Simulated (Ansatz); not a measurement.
**Computed scan of one atom of the cell: Pd (fcc, Cu type)**

Relaxed Pd (fcc, Cu type):

```yaml
crystal:
  lattice:
    - [3.87574, 0.00000, 0.00000]
    - [0.00000, 3.87574, 0.00000]
    - [0.00000, 0.00000, 3.87574]
  atoms:
    - { symbol: Pd, position: [0.00000, 0.00000, 0.00000] }
    - { symbol: Pd, position: [0.50000, 0.50000, 0.00000] }
    - { symbol: Pd, position: [0.50000, 0.00000, 0.50000] }
    - { symbol: Pd, position: [0.00000, 0.50000, 0.50000] }
```

In this cell atom 1 (Pd, nearest neighbour Pd at 2.741 Å; its periodic images, 3.9 Å or more away, move with it) is moved by s along Cartesian [110], unit vector (0.707, 0.707, 0.000); all other atoms and the cell stay fixed.

The numbers are results of PBEsol (plane waves to 420 eV, PAW, scalar-relativistic; Ansatz, a quantum-chemistry and plane-wave program), not measurements. k mesh 10×10×10 (Γ-centred), Fermi-Dirac smearing 0.05 eV. Energies are smeared free energies. Stress and pressure are positive under compression. With partly filled bands, energies and forces of such displacements shift with the k mesh and the smearing. F∥ is the force on the atom along that direction. On this mesh the relaxed cell isn't quite at rest: it carries a pressure of -0.1 GPa (compression positive) at the zero of the scan. Pd is run without spin polarisation. Pd was relaxed with its symmetry unable to fall. The zero of ΔE is the undisplaced structure.

```
s (Å)   ΔE (meV/cell)  P (GPa)  F∥ (eV/Å)
------  -------------  -------  ---------
-0.270            378      4.1      2.894
-0.216            240      2.6      2.256
-0.162            134      1.4      1.664
-0.108             59      0.6      1.100
-0.054             15      0.1      0.549
0.000               0     -0.1      0.000
0.054              15      0.1     -0.549
0.108              59      0.6     -1.100
0.162             134      1.4     -1.664
0.216             240      2.6     -2.256
0.270             378      4.1     -2.894
```

Derived quantities:

| Item | Value |
|---|---|
| Energy at s = 0.270 Å | 378 meV/cell |
| Force along the line at s = -0.270 Å | 2.89 eV/Å |
| Symmetry of the curve | even: the same for both signs |
| Shape of the curve | a single well with its minimum at or next to zero displacement |
| Force constant k = d²E/ds² at s = 0 (finite differences) | 10.2 eV/Å² |
| Harmonic estimate at the end of the scan | ½ks² = 370 meV/cell against the computed 378 meV/cell, so the well is close to harmonic there |

(For displaced atoms, the force is minus the slope of the energy, and its curvature is a force constant, which sets phonon frequencies.)
